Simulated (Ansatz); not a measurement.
Here is the system:

SrO in space group P6_3/mmc (No. 194; Sr on 2d, O on 2c), a = b = 4.1890 Å, c = 5.0493 Å, α = β = 90.00°, γ = 120.00°.

This is the LDA-relaxed structure.

Question: All from DFT-LDA in the program Ansatz with PAW potentials, unless another level is named. Estimate the electronic dielectric constant ε∞ (DFPT).

Answer: 3.42 (xx = yy), 3.46 (zz).

Question: Next, the Born charges (a third of the trace)?

Answer: Sr +2.22, O -2.22 e.

Question: Predict the static dielectric constant ε0 (ions relaxed, cell fixed).

Answer: 7.23 (xx = yy), 14.8 (zz).

The first step of the workflow began from a Materials Project structure, measured or hypothetical; the Crystallography Open Database copy checked does not list it. It is not the phase usual at ambient conditions (space group No. 225). The cell was relaxed with LDA under the symmetry of its start; whether a distortion lowers the energy is not shown. Spin–orbit coupling is left out wherever it is not named.

Potentials: the later of the program's two PAW sets.
